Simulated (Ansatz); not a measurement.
# KSbO3 — field gradients at the nuclei

The cell is a Materials Project structure (computed, not necessarily an observed phase), atoms as given.

```cif
data_KSbO3
_symmetry_space_group_name_H-M 'Fd-3m:1'
_symmetry_Int_Tables_number 227
_cell_length_a 10.6287
_cell_length_b 10.6287
_cell_length_c 10.6287
_cell_angle_alpha 90.000
_cell_angle_beta 90.000
_cell_angle_gamma 90.000
loop_
_atom_site_label
_atom_site_type_symbol
_atom_site_symmetry_multiplicity
_atom_site_Wyckoff_symbol
_atom_site_fract_x
_atom_site_fract_y
_atom_site_fract_z
K K 16 c 0.3750 0.6250 0.8750
Sb Sb 16 d 0.3750 0.1250 0.8750
O O 48 f 0.2500 0.2500 0.9458
```

One atom of each set is listed; the run and its k-mesh use a cell of 20 atoms with edges of 7.52, 7.52, 7.52 Å.

The numbers come from a DFT calculation in Ansatz (PBE, plane waves and PAW, with spin–orbit coupling, 420 eV cutoff, Γ-centred 4×4×4 k-points, Fermi–Dirac smearing 0.02 eV).

Conventions: |V_zz| ≥ |V_yy| ≥ |V_xx|, η = (V_xx − V_yy)/V_zz, C_Q = eQV_zz/h. ν_Q = 3|C_Q|/[2I(2I − 1)].

⁴¹K: I = 3/2, Q = 73.40 mb; ¹²¹Sb: I = 5/2, Q = -543.0 mb; ¹⁷O: I = 5/2, Q = -25.58 mb. Q values from Pyykkö, Mol. Phys. 116, 1328 (2018).

(1) Which values are expected at the nuclei?

Results:

(1) 

| site | atoms | first shell | C_Q (MHz) | η | ν_Q (MHz) |
| --- | --- | --- | --- | --- | --- |
| K | 4 | 6 O at 2.68 Å | 15.2 | 0.00 | 7.61 |
| Sb | 4 | 6 O at 2.02 Å | 28.5 | 0.00 | 4.27 |
| O | 12 | 2 Sb at 2.02 Å, angle 136°; also 2 K at 2.68 Å | -7.81 | 0.51 | 1.17 |

An axis of threefold or higher order runs through K and Sb, so V_zz lies along it and η is zero. At O V_zz runs parallel to the line that joins its two neighbours (within 1°).

With these PAW files V_zz is typically within 2 to 3 % of all-electron values, but misses above 10 % occur on Sb.

Hardware: 1 thread of Intel Xeon Platinum 8375C CPU @ 2.90GHz (Ice Lake) (x86_64; 16 cores open to the job, memory cap 2.5 GiB, no GPU), a shared host with a load of 0.7 a core. Wall time 3 min, CPU time 3 min, peak memory 1.7 GiB.
